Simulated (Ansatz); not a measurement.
**Calculation log, LiF (Fm-3m) (elastic constants by finite strains)**

Level of theory: LDA, PAW on Ansatz 0.2.0's default frozen-core files (fitted under PBE), scalar-relativistic.

Cell and atoms were relaxed beforehand by PAW with this functional.

Launched as:

```sh
ansatz run input.yaml --threads 1 --pin off --max-ram 1228MiB --backend cpu --events-out ev --progress --plain --runs-dir out
```

input.yaml:

```yaml
crystal:
  lattice:
    - [0.0, 1.95446638099, 1.95446638099]
    - [1.95446638099, 0.0, 1.95446638099]
    - [1.95446638099, 1.95446638099, 0.0]
  atoms:
    - { symbol: Li, position: [0.0, 0.0, 0.0] }
    - { symbol: F, position: [0.5, 0.5, 0.5] }
kpoints:
  mp_grid: { grid: [10, 10, 10] }
scf:
  occupations: { method: fixed }
hamiltonian:
  xc: lda
  pseudopotentials: { kind: paw }
elastic:
  mode: relaxed_ion
  stencil: two_point
  amplitude: 0.008
```

The program printed:

```
Warning: RAYON_NUM_THREADS=1 ignored (pool sized by the plan → 1); use --threads N
Engine: ansatz 0.2.0, aarch64-unknown-linux-gnu
Pseudopotentials: kind: paw
Pseudopotential: Li, paw, valence charge 3, recommended cutoff 420 eV (normal), Li.paw.azcp
Pseudopotential: F, paw, valence charge 7, recommended cutoff 420 eV (normal), F.paw.azcp
Functional definition: SPW92
  exchange = slater_x
  correlation = pw_c
Crystal: 2 atoms, lattice volume = 14.932 Å³
Basis set: ecut = 420 eV, 283 PW (Γ)
Bands: 9, of which v1, the nominal top of the filled ones, is band 5 counted from 1 (4 counted from 0)
Symmetry: 48 space group operations
Space group: Fm-3m (ITA 225), of the structure as read, at distance tolerance 2.5e-5 Å
k-points: 47 of 1000
Non-local potential: Li, projectors of the file, l = 0: 3, l = 1: 2, l = 2: 1
Non-local potential: F, projectors of the file, l = 0: 2, l = 1: 2, l = 2: 1
PAW form: soft (Blöchl's): semilocal exchange-correlation on the pseudo side does not see the compensation charge
PAW frozen core: F, regenerated for the run's functional, and the local potential with it (the file was generated under x = pbe(κ = 0.804, μ = 0.2195149727645171), c = pbe(β = 0.06672455060314922))
PAW one-centre angular grid: Li, 110 points (default); XC on 64 Gauss nodes
PAW one-centre angular grid: F, 110 points (default); XC on 64 Gauss nodes
Initial density: superposition of atomic densities (neutral atoms: chi_scale 0, normalization atom), corrected by the library's trained network
Initial wavefunctions: pseudopotential atomic-orbital guess
Functional: x = slater, c = lda
SCF iter   1: F=—  HF=-998.718426 eV  |F-HF|=—  |Δ(HF+E_count)|=         —  Δρ=2.23e-2  dr2=4.97e-2  ethr=1.77e-3  ⟨swp⟩=3.8  Hψ=2277  notcnv=0  defer=80
preconditioner: auto → none  [insulator: Δε(μ)=9.472 eV  Ē_g=22.994 eV  n_scr=0 (ndim 8)  ℏωp=27.2 eV  f_vac=0.000  ε∞_Penn≈2.4]
[... 66 lines left out ...]
  E_xc         = -89.968638
  E_vxc        = -116.592775  (∫ρ·V_xc dr)
  E_paw        = -206.413306  (= ΣΔE_a)
  E_vpaw       = -78.954421  (= ΣTr[D̂ρ^β])
  E_aug_tail   = 0.002072  (compensation charges beyond the density's cutoff)
  E_ewald      = -574.100020
  E_core_change = 0.113252  (= ΣΔE_core)
  E_smearing   = -0.000000  (= −TS)
  E_closure    = 0.000000  (closes the sum)
  Σ components = -998.696911   (vs F -998.696911, Δ=0.00e0)
--- Forces (eV/Å), atoms counted from 1 ---
  atom   1  Li    -0.00000000    -0.00000000     0.00000000
  atom   2  F      0.00000000    -0.00000000    -0.00000000
  max |Σ_I F_I| component: 4.79e-29 eV/Å
--- Stress (GPa, compression-positive) ---
       -0.007977      -0.000000       0.000000
       -0.000000      -0.007977       0.000000
        0.000000       0.000000      -0.007977
  P = ⅓ Tr σ = -0.0080 GPa (-0.080 kbar)
--- Elastic constants: 2 strain directions × 2 members + reference (group order 48) ---
  dense FFT box of the reference and of every strained cell: 20×20×20
  strains applied: 11, 23; error gains: componentwise 1.00 (the most a stress slope's error grows in a printed constant), spectral 1.73 (1 for all six strains in a standard setting)
  C = ∂σ_k/∂η_j (tension-positive GPa; Voigt order 11 22 33 23 13 12):
       158.537     51.166     51.166     -0.000      0.000      0.000
        51.166    158.537     51.166      0.000      0.000      0.000
        51.166     51.166    158.537      0.000     -0.000     -0.000
        -0.000      0.000      0.000     68.931     -0.000      0.000
        -0.000      0.000      0.000      0.000     68.931      0.000
        -0.000      0.000     -0.000     -0.000     -0.000     68.931
  reference stress σ⁰ (GPa):      0.008      0.008      0.008     -0.000     -0.000      0.000
  C* (energy form; C + prestress term) asymmetry max|C*_kj − C*_jk| = 7.105e-15 GPa — a small one proves nothing (zero by symmetry where the batch's group is 432, −43m or m−3m); a large one is finite-difference/SCF noise where ...
  moduli (Voigt/Reuss/Hill, GPa): K = 86.96/86.96/86.96   G = 62.83/61.90/62.37   E = 151.00   ν = 0.211
  mechanically stable: yes (min eigenvalue of sym C = 68.93 GPa)
  strain η (Voigt 11):  stress-route row diagonal C_11 = 158.54 GPa, energy-path curvature d²(F+E_count+ΔE)/dδ²/Ω₀ = 158.83 GPa
         δ    σ_11 (GPa)             F (eV)   n_scf  n_hpsi   n_pw
    -8.000e-3      -1.3245        -998.6964488       7   16451    303   relax 0 steps, max|allowed force component| 1.26e-29 eV/Å
     8.000e-3       1.2121        -998.6965376       6   15353    306   relax 0 steps, max|allowed force component| 1.31e-29 eV/Å
  strain η (Voigt 23):  stress-route row diagonal C_44 = 68.93 GPa, energy-path curvature d²(F+E_count+ΔE)/dδ²/Ω₀ = 69.84 GPa
         δ    σ_23 (GPa)             F (eV)   n_scf  n_hpsi   n_pw
    -8.000e-3      -0.5514        -998.6967925       7   27234    302   relax 0 steps, max|allowed force component| 3.75e-29 eV/Å
     8.000e-3       0.5515        -998.6967925       5   23462    302   relax 0 steps, max|allowed force component| 2.48e-29 eV/Å
```

The calculation finished and met its thresholds.

### Elastic moduli

Elastic constants of a crystal by Kohn-Sham DFT: slopes of the stress over finite engineering strains of the given cell, Voigt indices, Cartesian axes as in the input; Hill averages of a grain aggregate, Debye temperature from the mean sound speed over directions.

```
Bulk modulus                     : 86.96 GPa
Shear modulus                    : 62.37 GPa
Young modulus                    : 151 GPa
Poisson ratio                    : 0.2106
Bulk over shear modulus          : 1.394
Elastic anisotropy index         : 0.0754
Least young modulus              : 133.6 GPa
Largest young modulus            : 163.6 GPa
Longitudinal sound speed         : 7679 m/s
Transverse sound speed           : 4650 m/s
Elastic debye temperature        : 781.8 K
Linear compressibility (x, y, z) : 3.833, 3.833, 3.833 1/TPa
Zener ratio                      : 1.284
Cauchy pressure                  : -17.76 GPa
```

Strained cells:

Stress of each strained cell less that at rest, tension positive.

| strain component | strain | stress xx (GPa) | stress yy (GPa) | stress zz (GPa) | stress yz (GPa) | stress xz (GPa) | stress xy (GPa) | relaxation steps |
| --- | --- | --- | --- | --- | --- | --- | --- | --- |
| xx | -0.008 | -1.333 | -0.4185 | -0.4185 | 0 | 0 | 0 | 0 |
| xx | 0.008 | 1.204 | 0.4002 | 0.4002 | 0 | 0 | 0 | 0 |
| yz | -0.008 | 0.0008 | -0.0068 | -0.0068 | -0.5514 | 0 | 0 | 0 |
| yz | 0.008 | 0.0008 | -0.0068 | -0.0068 | 0.5514 | 0 | 0 | 0 |

Elastic constants:

```json
{
  "Pressure at rest": "-0.008 GPa",
  "Least elastic eigenvalue": "68.93 GPa",
  "Elastically stable": "yes"
}
```

```
index  elastic (GPa)
   11          158.5
   12          51.17
   44          68.93
```

Known limits: frozen-core PAW files fitted under PBE, their cores solved anew for the functional of the run.

Cost: 9.9 s on 1 thread of Arm Neoverse N1, with other jobs on the host, peak memory 0.28 GiB.
